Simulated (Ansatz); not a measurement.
MgS:
```
CELL_PARAMETERS angstrom
      0.00000     2.61486     2.61486
      2.61486     0.00000     2.61486
      2.61486     2.61486     0.00000
ATOMIC_POSITIONS crystal
  Mg 0.00000 0.00000 0.00000
  S  0.50000 0.50000 0.50000
```

Relaxed with PBE. Special points in fractions of this cell's reciprocal vectors: Γ (0.000, 0.000, 0.000); X (0.500, 0.000, 0.500); U (0.625, 0.250, 0.625); K (0.375, 0.375, 0.750); L (0.500, 0.500, 0.500); W (0.500, 0.250, 0.750).

**Question.** List the band energies nearest the valence-band maximum at these points for PBE (plane waves, PAW; program Ansatz).

**Answer.** In eV from the valence-band maximum; about four levels below and three above (degenerate sets whole), none deeper than 8.9 eV; points with the same levels are listed once.

```
k              below                above
-  -----------------  -------------------
Γ     0.00 0.00 0.00  3.60 7.93 7.93 7.93
X  -4.10 -1.64 -1.64      2.76 4.43 11.86
U  -3.61 -3.12 -1.33       3.89 6.67 9.61
L  -4.74 -0.57 -0.57       4.53 6.88 6.88
W  -3.15 -3.15 -2.31       5.19 7.91 7.91
```

Space group Fm-3m (rock salt). The PBE relaxation kept the symmetry of its start.

Potentials: the earlier of the program's two PAW sets.
